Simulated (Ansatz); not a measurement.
ZnF$_{2}$:
```cif
data_F4Zn2
_chemical_formula_sum 'Zn2 F4'
_space_group_name_H-M_alt 'P 1'
_space_group_IT_number 1
_cell_length_a 4.70266
_cell_length_b 4.70266
_cell_length_c 3.12760
_cell_angle_alpha 90.000
_cell_angle_beta 90.000
_cell_angle_gamma 90.000
loop_
_space_group_symop_operation_xyz
  'x, y, z'
loop_
_atom_site_label
_atom_site_type_symbol
_atom_site_fract_x
_atom_site_fract_y
_atom_site_fract_z
_atom_site_occupancy
Zn1 Zn 0.00000 0.00000 0.00000 1
Zn2 Zn 0.50000 0.50000 0.50000 1
F1 F 0.30318 0.30318 0.00000 1
F2 F 0.19682 0.80318 0.50000 1
F3 F 0.69682 0.69682 0.00000 1
F4 F 0.80318 0.19682 0.50000 1
```

Relaxed with r²SCAN. 

### Question
HSE06 on this cell (Ansatz, a program for electronic structure, PAW) gives a gap of 6.16 eV. What does r²SCAN give?

### Answer
4.28 eV.

Cost on shared cores: the r²SCAN run (SCF on a 6×6×9 mesh, then bands and DOS) around 40 core-seconds (rough), the HSE06 run (SCF on 4×4×5, then a few points) about 110 core-seconds (a rough figure); the tasks are unlike.

Space group P4_2/mnm (rutile). The cell was relaxed with r²SCAN under the symmetry of its start.

Potentials: the later of the program's two PAW sets.

Ansatz is a plane-wave DFT program.
